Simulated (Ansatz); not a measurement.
BP (rock salt, Fm-3m), a = b = c = 4.2886 Å, α = β = γ = 90.00°; the cell used has 2 atoms.

Relaxed with PBEsol.

### Question
Which orbitals make up the states near the Fermi level in PBEsol (plane waves, PAW; program Ansatz)?

### Answer
Within 0.5 eV of the Fermi level: B 2p 43 %, P 3p 31 %, B 2s 13 %, P 3s 9 %. Projections are on Löwdin-orthogonalised atomic valence shells; empty p or d shells of many metals are not among them.

### Question
Tabulate the density of states.

### Answer
States/eV per cell of 2 atoms, in 0.25 eV bins, energy from the Fermi level.

| E (eV) | total | P 3p | B 2p | B 2s |
|---|---|---|---|---|
| -7.85 | 0.49 | 0.22 | 0.12 | 0.08 |
| -7.60 | 0.50 | 0.23 | 0.12 | 0.08 |
| -7.35 | 0.54 | 0.25 | 0.14 | 0.08 |
| -7.10 | 0.54 | 0.25 | 0.14 | 0.08 |
| -6.85 | 0.56 | 0.25 | 0.15 | 0.08 |
| -6.60 | 0.57 | 0.26 | 0.16 | 0.08 |
| -6.35 | 0.58 | 0.26 | 0.17 | 0.08 |
| -6.10 | 0.59 | 0.27 | 0.18 | 0.08 |
| -5.85 | 0.61 | 0.28 | 0.19 | 0.08 |
| -5.60 | 0.62 | 0.28 | 0.20 | 0.08 |
| -5.35 | 0.64 | 0.29 | 0.21 | 0.08 |
| -5.10 | 0.66 | 0.30 | 0.22 | 0.07 |
| -4.85 | 0.68 | 0.32 | 0.24 | 0.07 |
| -4.60 | 0.73 | 0.34 | 0.26 | 0.07 |
| -4.35 | 0.81 | 0.39 | 0.31 | 0.06 |
| -4.10 | 0.80 | 0.38 | 0.31 | 0.06 |
| -3.85 | 0.77 | 0.36 | 0.30 | 0.06 |
| -3.60 | 0.74 | 0.35 | 0.29 | 0.05 |
| -3.35 | 0.71 | 0.33 | 0.28 | 0.05 |
| -3.10 | 0.68 | 0.32 | 0.28 | 0.04 |
| -2.85 | 0.65 | 0.30 | 0.27 | 0.04 |
| -2.60 | 0.63 | 0.29 | 0.26 | 0.04 |
| -2.35 | 0.62 | 0.27 | 0.25 | 0.05 |
| -2.10 | 0.61 | 0.26 | 0.24 | 0.05 |
| -1.85 | 0.60 | 0.25 | 0.24 | 0.06 |
| -1.60 | 0.59 | 0.24 | 0.23 | 0.06 |
| -1.35 | 0.59 | 0.23 | 0.23 | 0.07 |
| -1.10 | 0.59 | 0.22 | 0.23 | 0.07 |
| -0.85 | 0.59 | 0.21 | 0.23 | 0.08 |
| -0.60 | 0.59 | 0.20 | 0.23 | 0.08 |
| -0.35 | 0.59 | 0.19 | 0.23 | 0.09 |
| -0.10 | 0.64 | 0.20 | 0.26 | 0.09 |
| 0.15 | 0.79 | 0.25 | 0.34 | 0.10 |
| 0.40 | 0.83 | 0.24 | 0.39 | 0.10 |
| 0.65 | 0.75 | 0.20 | 0.36 | 0.09 |
| 0.90 | 0.67 | 0.18 | 0.30 | 0.08 |
| 1.15 | 0.66 | 0.21 | 0.27 | 0.07 |
| 1.40 | 0.66 | 0.24 | 0.25 | 0.07 |
| 1.65 | 0.67 | 0.24 | 0.25 | 0.06 |
| 1.90 | 0.68 | 0.23 | 0.28 | 0.06 |
| 2.15 | 0.65 | 0.20 | 0.28 | 0.05 |
| 2.40 | 0.61 | 0.16 | 0.28 | 0.04 |
| 2.65 | 0.51 | 0.13 | 0.22 | 0.03 |
| 2.90 | 0.45 | 0.13 | 0.17 | 0.02 |
| 3.15 | 0.47 | 0.15 | 0.16 | 0.03 |
| 3.40 | 0.47 | 0.17 | 0.13 | 0.03 |
| 3.65 | 0.49 | 0.19 | 0.12 | 0.04 |
| 3.90 | 0.53 | 0.20 | 0.12 | 0.04 |
| 4.15 | 0.55 | 0.20 | 0.13 | 0.05 |
| 4.40 | 0.58 | 0.20 | 0.13 | 0.05 |
| 4.65 | 0.59 | 0.20 | 0.13 | 0.05 |

The start of the workflow was typed in or built on a structure type; neither database checked (COD, Materials Project) lists it. It is not the phase usual at ambient conditions (space group No. 216). The cell was relaxed with PBEsol under the symmetry of its start; whether a distortion lowers the energy is not shown. Its formation energy is positive at this level, so the cell may be metastable or incomplete.

Potentials: the earlier of the program's two PAW sets. The files were generated under PBE; for other functionals the program regenerates the frozen cores, and for LDA and PBEsol the local potential too.
